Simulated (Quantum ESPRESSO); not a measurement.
# SiAsO3F3: one run as intended and one with a planted mistake

Simulated, not a measurement. The program is pw.x of Quantum ESPRESSO 7.5 (plane-wave density functional theory). The cell is made up: 8 atoms on a quartz lattice with one site empty, with randomly drawn elements, strain and displacements, not relaxed. PseudoDojo standard norm-conserving files (v0.5 for PBE, v0.4.1 for LDA and PBEsol) set the functional; there is no spin polarisation, spin-orbit coupling or dispersion term, and the masses in the input are unused placeholders.

Intended input:

```
&control calculation='scf', pseudo_dir='./dojo.nc.sr.pbe.v0_5.standard.upf', outdir='./o', disk_io='medium', tprnfor=.true., tstress=.true. /
&system ibrav=0, nat=8, ntyp=4, nbnd=35, ecutwfc=84.00895049, nosym=.true., tot_charge=0,
 occupations='smearing', smearing='fd', degauss=0.0018374661
/
&electrons conv_thr=7.350e-09, electron_maxstep=60, /
ATOMIC_SPECIES
As 1.0 As.upf
F 1.0 F.upf
O 1.0 O.upf
Si 1.0 Si.upf
CELL_PARAMETERS angstrom
5.1306 0.0153 0.0381
-2.5521 4.5022 0.0274
0.0421 0.0593 5.5705
ATOMIC_POSITIONS angstrom
Si -1.0619 2.0819 1.8295
As 1.2414 2.3631 0.1005
O 1.3837 1.2472 4.3345
O 3.3648 0.791 2.5672
O 2.9259 2.6219 0.6738
F 0.3441 1.9408 1.1279
F -1.0227 3.2449 3.0087
F 0.8781 3.9499 4.9543
K_POINTS automatic
5 5 4 1 1 1
```

The log is shortened where brackets say so; the opening notice, blank lines, dates and the lines on written files are dropped, and the path of the files is cut. It prints rydbergs, bohrs and kilobars, and counts compression as positive stress. Where no state is partly filled, the Fermi energy that it prints is only some level between the filled and the empty states on the mesh, and need not lie in the true gap.

Log of the intended run:

```
     Program PWSCF v.7.5
     Parallel version (MPI & OpenMP), running on       1 processor cores
     Number of MPI processes:                 1
     Threads/MPI process:                     1
     [start-up lines left out]
     bravais-lattice index     =            0
     lattice parameter (alat)  =       9.6957  a.u.
     unit-cell volume          =     869.6519 (a.u.)^3
     number of atoms/cell      =            8
     number of atomic types    =            4
     number of electrons       =        58.00
     number of Kohn-Sham states=           35
     kinetic-energy cutoff     =      84.0090  Ry
     charge density cutoff     =     336.0358  Ry
     scf convergence threshold =      7.3E-09
     mixing beta               =       0.7000
     number of iterations used =            8  plain     mixing
     Exchange-correlation= PBE
                           (   1   4   3   4   0   0   0)
     [axes and pseudopotential details left out]
   Cartesian axes
     site n.     atom                  positions (alat units)
         1        Si     tau(   1) = (  -0.2069672   0.4057680   0.3565746  )
         2        As     tau(   2) = (   0.2419523   0.4605747   0.0195877  )
         3        O      tau(   3) = (   0.2696869   0.2430827   0.8448059  )
         4        O      tau(   4) = (   0.6558087   0.1541681   0.5003543  )
         5        O      tau(   5) = (   0.5702659   0.5110155   0.1313255  )
         6        F      tau(   6) = (   0.0670660   0.3782672   0.2198308  )
         7        F      tau(   7) = (  -0.1993270   0.6324399   0.5864039  )
         8        F      tau(   8) = (   0.1711441   0.7698463   0.9656066  )
     number of k points=    50  Fermi-Dirac smearing, width (Ry)=  0.0018
                       cart. coord. in units 2pi/alat
        k(    1) = (   0.0986626   0.1692036   0.1125856), wk =   0.0400000
        k(    2) = (   0.0969594   0.1668365   0.3428886), wk =   0.0400000
     [further k points left out]
     Dense  grid:    90511 G-vectors     FFT dimensions: (  60,  60,  64)
     Estimated max dynamical RAM per process >     117.78 MB
     Initial potential from superposition of free atoms
     starting charge      57.9991, renormalised to      58.0000
     Starting wfcs are   37 randomized atomic wfcs
     total cpu time spent up to now is       18.7 secs
     per-process dynamical memory:    87.8 Mb
     Self-consistent Calculation
     iteration #  1     ecut=    84.01 Ry     beta= 0.70
     Davidson diagonalization with overlap
     ethr =  1.00E-02,  avg # of iterations =  3.0
     total cpu time spent up to now is       62.8 secs
     total energy              =    -465.93906366 Ry
     estimated scf accuracy    <       2.67490668 Ry
     iteration #  2     ecut=    84.01 Ry     beta= 0.70
     Davidson diagonalization with overlap
     ethr =  4.61E-03,  avg # of iterations =  4.0
     total cpu time spent up to now is      109.3 secs
     total energy              =    -464.47730719 Ry
     estimated scf accuracy    <      14.64340048 Ry
     [iterations 3 to 12 left out]
     iteration # 13     ecut=    84.01 Ry     beta= 0.70
     Davidson diagonalization with overlap
     ethr =  9.54E-11,  avg # of iterations =  2.3
     total cpu time spent up to now is      524.1 secs
     total energy              =    -467.25805472 Ry
     estimated scf accuracy    <       0.00000002 Ry
     iteration # 14     ecut=    84.01 Ry     beta= 0.70
     Davidson diagonalization with overlap
     ethr =  3.54E-11,  avg # of iterations =  2.0
     total cpu time spent up to now is      561.5 secs
     End of self-consistent calculation
     [lines on levels left out]
     the Fermi energy is     2.7541 ev
!    total energy              =    -467.25805472 Ry
     estimated scf accuracy    <          3.6E-09 Ry
     smearing contrib. (-TS)   =      -0.00000001 Ry
     internal energy E=F+TS    =    -467.25805472 Ry
     The total energy is F=E-TS. E is the sum of the following terms:
     one-electron contribution =    -352.62905461 Ry
     hartree contribution      =     199.66361152 Ry
     xc contribution           =    -108.90293284 Ry
     ewald contribution        =    -205.38967879 Ry
     convergence has been achieved in  14 iterations
     Forces acting on atoms (cartesian axes, Ry/au):
     atom    1 type  4   force =    -0.45478898   -0.06382735    0.28896763
     atom    2 type  1   force =     0.74109410    0.14644535   -0.89693119
     atom    3 type  3   force =    -0.03887257    0.11341787    0.15075655
     atom    4 type  3   force =     0.10268604    0.06488507   -0.09388981
     atom    5 type  3   force =     0.00801646    0.02627892    0.01093324
     atom    6 type  2   force =    -0.38301063   -0.24165749    0.57687413
     atom    7 type  2   force =     0.03175774   -0.03471130   -0.08940790
     atom    8 type  2   force =    -0.00688216   -0.01083107    0.05269735
     Total force =     1.510674     Total SCF correction =     0.000109
     Computing stress (Cartesian axis) and pressure
          total   stress  (Ry/bohr**3)                   (kbar)     P=       92.20
   0.00128872   0.00041967  -0.00175949          189.58       61.74     -258.83
   0.00041967  -0.00030502  -0.00086066           61.74      -44.87     -126.61
  -0.00175949  -0.00086066   0.00089663         -258.83     -126.61      131.90
     init_run     :     18.30s CPU     18.54s WALL (       1 calls)
     electrons    :    523.83s CPU    542.82s WALL (       1 calls)
     forces       :      7.33s CPU      7.40s WALL (       1 calls)
     stress       :     26.91s CPU     27.09s WALL (       1 calls)
     [timing details left out]
     PWSCF        :   9m36.71s CPU   9m56.57s WALL
     JOB DONE.
```

A second run has one planted mistake: the self-consistency threshold is too loose. The input lines that differ, file-writing options aside:

```
- &electrons conv_thr=7.350e-09, electron_maxstep=60, /
+ &electrons conv_thr=5.145e-03, electron_maxstep=60, /
```

Its log:

```
     Program PWSCF v.7.5
     Parallel version (MPI & OpenMP), running on       1 processor cores
     Number of MPI processes:                 1
     Threads/MPI process:                     1
     [start-up lines left out]
     bravais-lattice index     =            0
     lattice parameter (alat)  =       9.6957  a.u.
     unit-cell volume          =     869.6519 (a.u.)^3
     number of atoms/cell      =            8
     number of atomic types    =            4
     number of electrons       =        58.00
     number of Kohn-Sham states=           35
     kinetic-energy cutoff     =      84.0090  Ry
     charge density cutoff     =     336.0358  Ry
     scf convergence threshold =      5.1E-03
     mixing beta               =       0.7000
     number of iterations used =            8  plain     mixing
     Exchange-correlation= PBE
                           (   1   4   3   4   0   0   0)
     [axes and pseudopotential details left out]
   Cartesian axes
     site n.     atom                  positions (alat units)
         1        Si     tau(   1) = (  -0.2069672   0.4057680   0.3565746  )
         2        As     tau(   2) = (   0.2419523   0.4605747   0.0195877  )
         3        O      tau(   3) = (   0.2696869   0.2430827   0.8448059  )
         4        O      tau(   4) = (   0.6558087   0.1541681   0.5003543  )
         5        O      tau(   5) = (   0.5702659   0.5110155   0.1313255  )
         6        F      tau(   6) = (   0.0670660   0.3782672   0.2198308  )
         7        F      tau(   7) = (  -0.1993270   0.6324399   0.5864039  )
         8        F      tau(   8) = (   0.1711441   0.7698463   0.9656066  )
     number of k points=    50  Fermi-Dirac smearing, width (Ry)=  0.0018
                       cart. coord. in units 2pi/alat
        k(    1) = (   0.0986626   0.1692036   0.1125856), wk =   0.0400000
        k(    2) = (   0.0969594   0.1668365   0.3428886), wk =   0.0400000
     [further k points left out]
     Dense  grid:    90511 G-vectors     FFT dimensions: (  60,  60,  64)
     Estimated max dynamical RAM per process >     117.78 MB
     Initial potential from superposition of free atoms
     starting charge      57.9991, renormalised to      58.0000
     Starting wfcs are   37 randomized atomic wfcs
     total cpu time spent up to now is       12.5 secs
     per-process dynamical memory:    70.2 Mb
     Self-consistent Calculation
     iteration #  1     ecut=    84.01 Ry     beta= 0.70
     Davidson diagonalization with overlap
     ethr =  1.00E-02,  avg # of iterations =  3.0
     total cpu time spent up to now is       59.5 secs
     total energy              =    -465.93906366 Ry
     estimated scf accuracy    <       2.67490668 Ry
     iteration #  2     ecut=    84.01 Ry     beta= 0.70
     Davidson diagonalization with overlap
     ethr =  4.61E-03,  avg # of iterations =  4.0
     total cpu time spent up to now is      103.0 secs
     total energy              =    -464.47730719 Ry
     estimated scf accuracy    <      14.64340048 Ry
     [iterations 3 to 6 left out]
     iteration #  7     ecut=    84.01 Ry     beta= 0.70
     Davidson diagonalization with overlap
     ethr =  2.37E-05,  avg # of iterations =  6.1
     total cpu time spent up to now is      295.6 secs
     total energy              =    -467.25672616 Ry
     estimated scf accuracy    <       0.00776685 Ry
     iteration #  8     ecut=    84.01 Ry     beta= 0.70
     Davidson diagonalization with overlap
     ethr =  1.34E-05,  avg # of iterations =  2.0
     total cpu time spent up to now is      328.2 secs
     End of self-consistent calculation
     [lines on levels left out]
     the Fermi energy is     2.7478 ev
!    total energy              =    -467.25797640 Ry
     estimated scf accuracy    <       0.00011691 Ry
     smearing contrib. (-TS)   =      -0.00000000 Ry
     internal energy E=F+TS    =    -467.25797640 Ry
     The total energy is F=E-TS. E is the sum of the following terms:
     one-electron contribution =    -352.58385010 Ry
     hartree contribution      =     199.61824843 Ry
     xc contribution           =    -108.90269595 Ry
     ewald contribution        =    -205.38967879 Ry
     convergence has been achieved in   8 iterations
     Forces acting on atoms (cartesian axes, Ry/au):
     atom    1 type  4   force =    -0.45606072   -0.06550574    0.28917588
     atom    2 type  1   force =     0.74651221    0.15260084   -0.90063149
     atom    3 type  3   force =    -0.04047444    0.11103755    0.15103267
     atom    4 type  3   force =     0.10320188    0.06834944   -0.09418192
     atom    5 type  3   force =     0.00796592    0.02548287    0.01149701
     atom    6 type  2   force =    -0.38453748   -0.24210775    0.57694731
     atom    7 type  2   force =     0.03097845   -0.03640152   -0.08926149
     atom    8 type  2   force =    -0.00758582   -0.01345569    0.05542203
     Total force =     1.517347     Total SCF correction =     0.039238
     Computing stress (Cartesian axis) and pressure
          total   stress  (Ry/bohr**3)                   (kbar)     P=       90.86
   0.00128103   0.00041486  -0.00175524          188.45       61.03     -258.20
   0.00041486  -0.00031665  -0.00084932           61.03      -46.58     -124.94
  -0.00175524  -0.00084932   0.00088851         -258.20     -124.94      130.70
     init_run     :     11.60s CPU     12.39s WALL (       1 calls)
     electrons    :    302.17s CPU    315.74s WALL (       1 calls)
     forces       :      6.42s CPU      6.51s WALL (       1 calls)
     stress       :     18.81s CPU     18.90s WALL (       1 calls)
     [timing details left out]
     PWSCF        :   5m39.20s CPU   5m53.96s WALL
     JOB DONE.
```

|  | intended run | run with the mistake |
| --- | --- | --- |
| free energy (eV) | -6357.370 | -6357.369 |
| smearing term -TS (eV) | 0.0000 | 0.0000 |
| pressure (GPa) | 9.22 | 9.09 |
| largest force component (eV/Å) | 23.061 | 23.156 |
| largest change of a force component (eV/Å) |  | 0.158 |
| iterations | 14 | 8 |

For scale, a rerun of the intended cell at a cutoff of 1437 eV and k mesh 7 x 7 x 6 moved values by no more than 0.004 eV in energy, 0.02 GPa in stress and 0.002 eV/Å in force.